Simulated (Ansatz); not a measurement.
Values for one crystal, relaxed and computed with the program Ansatz at the PBEsol level (PAW); other levels are named.

| Property | Value |
|---|---|
| Volume per atom | 12.25 Å³ |
| Electronic character | metallic (no gap) |
| Formation energy from the elements (no fitted shifts) | -0.53 eV/atom |
| Zone-centre stability | no imaginary mode at Γ |
| Pressure derivative B′ | 4.9 |
| Density of states at the Fermi level | 0.30 states/eV per atom (mean over ±0.08 eV) |
| Bulk modulus (Birch–Murnaghan fit) | 172 GPa |

Q: Which compound is it?
(A) MoP2, Cmc2_1 (Mo on 4a, P on 4a, P on 4a)
(B) NiP, Pbca (Ni on 8c, P on 8c)
(C) GaP, rock salt
(D) Ni3P, I-4 (Ni on 8g, Ni on 8g, Ni on 8g, P on 8g)

A: B, NiP, Pbca (Ni on 8c, P on 8c)

The workflow started from a Materials Project entry (that database holds measured and hypothetical structures alike); the Crystallography Open Database files this formula in space group No. 61, but the cells were not matched. Its standing as an ambient phase is unchecked. The PBEsol relaxation kept the symmetry of its start. The run is not spin-polarised. The references are the lowest solids computed at this level, not always the standard phases.

Potentials: the later of the program's two PAW sets.
